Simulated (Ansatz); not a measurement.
## Is this AlGa3Sb4 structure a true minimum?

It was reached by relaxing an invented guess, and it needn't be the stable form of this composition.

All numbers below come from DFT PBE, scalar-relativistic, plane waves, PAW in Ansatz 0.2.0. Settings: cutoff 420 eV, Γ-centred mesh 12×12×4 on the computed 8-atom cell, Gaussian smearing of 0.10 eV; no spin polarisation.

The cell below (8 atoms, space group P3m1 (No. 156)) is relaxed within its symmetry.

```xyz
8
Lattice="4.3817 0.0000 0.0000 -2.1909 3.7947 0.0000 0.0000 0.0000 14.4417" Properties=species:S:1:pos:R:3 pbc="T T T"
Al    0.0000    2.5298    7.2179
Ga    2.1909    1.2649    3.6117
Ga    2.1909    1.2649   10.8396
Ga    0.0000    2.5298    0.0033
Sb    2.1909    1.2649    6.3123
Sb    2.1909    1.2649   13.5382
Sb    0.0000    2.5298    2.7041
Sb    0.0000    2.5298    9.9265
```

For the test it was strained at random (σ = 1.5 % a component), the atoms were moved at random (σ = 0.15 Å), and all was relaxed again on a coarse 6×6×2 mesh (in the run’s order of axes) with 0.20 eV smearing, with no symmetry imposed.

Spin–orbit coupling, which can matter for Sb, is left out.

Q: Is the structure stable against such a distortion?

A: It returns, within 1 meV/atom of the unmoved cell on that mesh and with the same symmetry when read at 0.1 Å. No instability shows in this cell; modes of other wave vectors, which need another repeat, aren't tested.
